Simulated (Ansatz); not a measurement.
Starting cell, ZnSe (zinc blende):

```
ZnSe
1.0
    0.00000     5.73301     5.73301
    2.86650     0.00000     2.86650
    2.86650     2.86650     0.00000
Se Zn
2 2
Direct
  0.37500   0.75000   0.75000
  0.87500   0.75000   0.75000
  0.00000   0.00000   0.00000
  0.50000   0.00000   0.00000
```

Two-dimensional scan of atom 2 (Se, nearest neighbour Zn at 2.482 Å; its periodic images, 4.1 Å or more away, move with it): u runs along (1.000, 0.000, 0.000), v along (0.000, 1.000, 0.000) (Cartesian). Cell and other atoms are fixed.

All values below come from PBE (plane waves to 420 eV, PAW, scalar-relativistic; Ansatz, a program for electronic structure). k mesh 4×8×8 (Γ-centred), Fermi-Dirac smearing 0.05 eV. Compression counts positive. ZnSe was relaxed with its symmetry unable to fall. 

Q: What P (GPa) does the calculation give at all points of the grid u = -0.370, -0.185, 0.000, 0.185, 0.370 by v = -0.370, -0.185, 0.000, 0.185, 0.370?

A: P (GPa), with u across and v down:

| v \ u | -0.370 | -0.185 | 0.000 | 0.185 | 0.370 |
|---|---|---|---|---|---|
| -0.370 | 3.79 | 2.21 | 1.73 | 2.40 | 4.20 |
| -0.185 | 2.21 | 0.88 | 0.44 | 0.97 | 2.40 |
| 0.000 | 1.74 | 0.44 | 0.00 | 0.44 | 1.73 |
| 0.185 | 2.43 | 0.98 | 0.44 | 0.88 | 2.21 |
| 0.370 | 4.25 | 2.43 | 1.74 | 2.21 | 3.79 |

(A displaced cell: forces are minus the slopes of the energy, force constants its curvatures, and phonons follow from these.)
